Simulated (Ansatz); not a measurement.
Data:

VBrO:
```xyz
6
Lattice="3.4184 0.0000 0.0000 0.0000 3.7535 0.0000 0.0000 0.0000 8.5028" Properties=species:S:1:pos:R:3 pbc="T T T"
V      1.7092     1.8768     3.3534
V      0.0000     0.0000     5.1495
Br     0.0000     1.8768     1.5050
Br     1.7092     0.0000     6.9979
O      1.7092     0.0000     3.9247
O      0.0000     1.8768     4.5781
```
The run is spin-polarised; directions of the spins, atom by atom: ↑ ↑ 0 0 0 0.

This is the r²SCAN+D4-relaxed structure. Tensor components refer to the Cartesian frame of this cell.

All from DFT-r²SCAN+D4 in the program Ansatz with PAW potentials, unless another level is named. Estimate the band gap.

0.23 eV (smallest direct gap 0.24 eV).

And the valence-band maximum?

at S (k = 0.500, 0.500, 0.000 in fractions of the reciprocal vectors).

Predict the conduction-band minimum.

at R (k = 0.500, 0.500, 0.500 in fractions of the reciprocal vectors).

Space group Pmmn. The workflow started from a Materials Project entry (that database holds measured and hypothetical structures alike); the Crystallography Open Database files this formula in space group No. 59, but the cells were not matched. Whether it is the stable phase at ambient conditions was not checked. Symmetry was held in the r²SCAN+D4 relaxation; its stability against distortions is not shown here. The final state is ferromagnetic, the only order run, not a proven ground state. Other orbital occupations within this spin state were not tried. No Hubbard U is applied. Spin–orbit coupling is left out wherever it is not named.

Potentials: the later of the program's two PAW sets.
